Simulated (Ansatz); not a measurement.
## What DFT gives for LiIn

```
CELL_PARAMETERS angstrom
0.00000 3.38305 3.38305
3.38305 0.00000 3.38305
3.38305 3.38305 0.00000
ATOMIC_POSITIONS crystal
In 0.00000 0.00000 0.00000
In 0.25000 0.25000 0.25000
Li 0.50000 0.50000 0.50000
Li 0.75000 0.75000 0.75000
```

Level: LDA, no spin polarisation; 420 eV; 9×9×9 Γ-centred mesh; fermi-dirac occupations (width 0.1 eV); Ansatz 0.2.0, fixed geometry.

**At the Fermi level.** It is a metal, with about 0.42 states/eV a cell as the mean within 0.25 eV of the Fermi level, mostly In p (55 %), In s (23 %) and Li s (17 %).
**Stress.** The pressure is -1.7 GPa (compression positive), so with the atoms held at these fractions the cell would first shrink.
**Formation energy.** -0.34 eV an atom against the elements' usual phases (free molecules for gases, crystals otherwise, with no correction for O₂ or N₂), so it is bound against them; other compounds may still compete. Relaxing would lower it.
**Contacts.** In–In at 2.93 Å: least valence density 0.25 e/Å³ and ELF 0.42 there. In–Li at 2.93 Å: least valence density 0.07 e/Å³ and ELF 0.06 there. Li–Li at 2.93 Å: least valence density 0.05 e/Å³ and ELF 0.10 there. These are pseudo-fields; inside the PAW spheres they differ from the all-electron ones.
**Charges.** Bader charges in e: Li +0.83, In -0.83. In the mean Li gives up most and In takes most.

Origin: a database entry at a rescaled volume.
